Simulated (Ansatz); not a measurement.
**Computed properties of SnSb**

SnSb:
```yaml
crystal:
  lattice:
    - [0.00000, 3.04265, 3.04265]
    - [3.04265, 0.00000, 3.04265]
    - [3.04265, 3.04265, 0.00000]
  atoms:
    - { symbol: Sn, position: [0.00000, 0.00000, 0.00000] }
    - { symbol: Sb, position: [0.50000, 0.50000, 0.50000] }
```

Space group Fm-3m (No. 225), rock salt; conventional cell a = b = c = 6.0853 Å, α = β = γ = 90.00°.

Method: PBEsol in the plane-wave PAW code Ansatz. Structure relaxed to zero pressure with the same functional. Other levels are named where they apply.

### Cell and energy

```
Property                                                       Result
-----------------------------------------------------  --------------
Volume per atom                                              28.17 Å³
Density                                                    7.09 g/cm³
Formation energy from the elements (no fitted shifts)  -0.020 eV/atom
```

### Electronic structure

```
Property                                                                     Value
------------------------------------  --------------------------------------------
Electronic character                                             metallic (no gap)
Density of states at the Fermi level  0.42 states/eV per atom (mean over ±0.08 eV)
Gap with spin–orbit coupling                                       none (metallic)
```

### Mechanics

```
Item                                                                          Result
--------------------------------------------  --------------------------------------
Bulk modulus (Birch–Murnaghan fit)                                          59.7 GPa
Pressure derivative B′                                                           4.9
Elastic constants (relaxed ions, GPa)              C11 = 139, C12 = 19.4, C44 = 14.6
Mechanical stability                          stable (all eigenvalues of C positive)
Hill bulk and shear moduli                                         59.3 and 26.8 GPa
Young's modulus                                                             70.0 GPa
Poisson's ratio                                                                 0.30
Debye temperature from the elastic constants                                   213 K
```

### Charges

```
Item                         Result
-------------  --------------------
Bader charges  Sn +0.31, Sb -0.31 e
```

The workflow started from an entry of the Crystallography Open Database (COD), which files this formula under 2 space groups. Whether it is the stable phase at ambient conditions was not checked. The cell was relaxed with PBEsol under the symmetry of its start; its stability against distortions is not shown here. As this level gives no gap, shear constants depend on the k-mesh and smearing (Fermi–Dirac, 0.1 eV here). The references are the lowest solids computed at this level, not always the standard phases. Scalar-relativistic: spin–orbit coupling is off unless named, which matters more the heavier the elements.

Potentials: the later of the program's two PAW sets.
